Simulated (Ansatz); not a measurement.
AlB2W2 in space group Cmmm (No. 65; Al on 2a, W on 4j, B on 4i) under volume change, the program Ansatz at the PBEsol level (PAW), shape and atoms relaxed at each volume.

```tsv
V (Å³/atom)	E − E(relaxed) (meV/atom)	P (GPa)
10.015	87.6	30.84
10.345	36.8	18.86
10.676	___	___
11.006	0.0	0.00
11.336	7.8	-7.34
11.666	___	___
11.996	62.8	-18.73
```

Q: Some entries are withheld; supply them.

A: 
- 10.676, E − E(relaxed) (meV/atom): 8.7
- 10.676, P (GPa): 8.68
- 11.666, E − E(relaxed) (meV/atom): 29.5
- 11.666, P (GPa): -13.53

Q: What does a third-order Birch–Murnaghan fit give for V₀, B₀ and B′?

A: V₀ = 11.01 Å³/atom, B₀ = 264 GPa, B′ = 4.5.

The start of the workflow was typed in or built on a structure type; neither database checked (COD, Materials Project) lists it. Whether it is the stable phase at ambient conditions was not checked. The PBEsol relaxation kept the symmetry of its start; whether a distortion lowers the energy is not shown. No spin polarisation was allowed. Spin–orbit coupling is left out wherever it is not named.

Potentials: the later of the program's two PAW sets.
